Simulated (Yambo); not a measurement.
Yambo input for SiO2 (space group P6_322, No. 182) (a = b = 5.069 Å, c = 8.558 Å, α = β = 90.00°, γ = 120.00°), on PBEsol (Quantum ESPRESSO, PseudoDojo norm-conserving, 84 Ry, no spin-orbit coupling) wavefunctions on a 6×6×2 mesh:

```
optics
chi
dipoles
kernel
FFTGvecs= 40 Ry
Chimod= "HARTREE"
NGsBlkXd= 3 Ry
% QpntsRXd
 1 | 1 |
%
% BndsRnXd
 1 | 143 |
%
GrFnTpXd= "R"
% EnRngeXd
 0.0 | 20.0 | eV
%
% DmRngeXd
 0.2 | 0.2 | eV
%
CGrdSpXd= 50
ETStpsXd= 161
% LongDrXd
 0.0 | 0.0 | 1.0 |
%
```

First lines of the file o-*.eps_q1_inv_rpa_dyson:

```
Absorption @ Q(1):   0.00000000     0.00000000     1.00000000    [q->0 direction]
#
# [ X ] Hartree size     :  135
# [GEN] GF Energies     : Perdew, Burke & Ernzerhof SOL(X)+Perdew, Burke & Ernzerhof SOL(C)
# [GEN] Green`s Function     : Retarded
#
# [GEN] Gauge     : Length
# [GEN] [r,Vnl] included     : yes
#
#    E[1] [eV]     Im(eps)     Re(eps)     Im(eps_o)     Re(eps_o)
#
     0.000000     0.11749E-17     2.092961     -0.36410E-18     2.228888
     0.125000     0.354985E-3     2.093072     0.402665E-3     2.229013
     0.250000     0.710564E-3     2.093404     0.805994E-3     2.229390
     0.375000     0.001067     2.093959     0.001211     2.230020
     0.500000     0.001426     2.094737     0.001617     2.230902
     0.625000     0.001787     2.095739     0.002027     2.232039
     0.750000     0.002151     2.096968     0.002439     2.233432
     0.875000     0.002519     2.098425     0.002856     2.235085
     1.000000     0.002891     2.100112     0.003278     2.236999
     1.125000     0.003267     2.102033     0.003705     2.239177
     1.250000     0.003650     2.104192     0.004139     2.241625
     1.375000     0.004039     2.106591     0.004580     2.244345
     1.500000     0.004436     2.109235     0.005029     2.247343
     1.625000     0.004840     2.112128     0.005487     2.250623
     1.750000     0.005253     2.115277     0.005955     2.254193
     1.875000     0.005676     2.118687     0.006433     2.258057
     2.000000     0.006110     2.122363     0.006924     2.262224
     2.125000     0.006556     2.126314     0.007428     2.266701
     2.250000     0.007014     2.130547     0.007946     2.271497
     2.375000     0.007486     2.135069     0.008480     2.276621
     2.500000     0.007974     2.139892     0.009031     2.282083
     2.625000     0.008479     2.145023     0.009601     2.287894
     2.750000     0.009001     2.150474     0.010191     2.294067
     2.875000     0.009543     2.156257     0.010803     2.300614
     3.000000     0.010107     2.162385     0.011439     2.307550
     3.125000     0.010695     2.168871     0.012101     2.314890
     3.250000     0.011308     2.175731     0.012792     2.322652
     3.375000     0.011948     2.182981     0.013514     2.330853
     3.500000     0.012620     2.190640     0.014269     2.339514
     3.625000     0.013324     2.198727     0.015062     2.348658
     3.750000     0.014065     2.207264     0.015895     2.358307
     3.875000     0.014847     2.216274     0.016773     2.368488
     4.000000     0.015672     2.225784     0.017700     2.379231
```
(The file goes on to the top of the energy range.) Convergence of the RPA response with its 6×6×2 mesh was not tested.

Geometry of the Materials Project entry, not relaxed at this level.

This is not the ordinary phase of the substance; no match was found in the copy of COD used, and its stability was not checked.
